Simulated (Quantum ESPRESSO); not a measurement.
**Band energies of Na**

```
CELL_PARAMETERS angstrom
      3.68877     0.00000     0.00000
     -1.84439     3.19457     0.00000
      0.00000     0.00000     6.26919
ATOMIC_POSITIONS crystal
  Na 0.33333 0.66667 0.25000
  Na 0.66667 0.33333 0.75000
```

PBEsol (Quantum ESPRESSO, PseudoDojo norm-conserving, 88 Ry, without SOC); path ΓMKΓALHA,LM,KH; energies in eV from the Fermi level.

```csv
k (1/Å),point,band 5,band 6,band 7,band 8,band 9,band 10,band 11,band 12
0.00,Γ,-24.84,-24.84,-24.84,-24.84,-3.30,0.36,0.72,10.33
0.55,,-24.86,-24.85,-24.84,-24.84,-2.13,1.41,1.82,4.35
0.98,M,-24.85,-24.85,-24.84,-24.84,0.30,0.45,3.77,3.80
1.10,,-24.85,-24.85,-24.85,-24.84,0.35,0.50,3.81,3.85
1.55,K,-24.86,-24.86,-24.85,-24.85,1.38,1.62,1.62,4.92
1.65,,-24.86,-24.86,-24.85,-24.85,0.73,1.93,2.05,4.14
2.17,,-24.86,-24.85,-24.84,-24.84,-2.26,1.30,1.71,5.36
2.69,Γ,-24.84,-24.84,-24.84,-24.84,-3.30,0.36,0.72,10.33
2.81,,-24.84,-24.84,-24.84,-24.84,-3.23,-0.36,1.54,9.40
3.19,A,-24.84,-24.84,-24.84,-24.84,-2.32,-2.32,5.09,5.09
3.38,,-24.84,-24.84,-24.84,-24.84,-2.17,-2.17,5.22,5.22
3.88,,-24.85,-24.85,-24.85,-24.85,-0.52,-0.52,3.74,3.74
4.17,L,-24.85,-24.85,-24.85,-24.85,1.07,1.07,1.59,1.59
4.40,,-24.85,-24.85,-24.84,-24.84,1.25,1.25,1.77,1.77
4.74,H,-24.86,-24.86,-24.84,-24.84,2.13,2.13,2.27,2.27
5.02,,-24.85,-24.85,-24.84,-24.84,0.41,0.41,3.62,3.62
5.50,,-24.85,-24.85,-24.84,-24.84,-1.77,-1.77,5.53,5.53
5.87,A,-24.84,-24.84,-24.84,-24.84,-2.32,-2.32,5.09,5.09
5.87,L,-24.85,-24.85,-24.85,-24.85,1.07,1.07,1.59,1.59
6.38,M,-24.85,-24.85,-24.84,-24.84,0.30,0.45,3.77,3.80
6.38,K,-24.86,-24.86,-24.85,-24.85,1.38,1.62,1.62,4.92
6.88,H,-24.86,-24.86,-24.84,-24.84,2.13,2.13,2.27,2.27
```

A metal at this level: along this path bands 9, 10 cross the Fermi level.

Geometry of the Materials Project entry, not relaxed at this level.

This is not the ordinary phase of the substance.
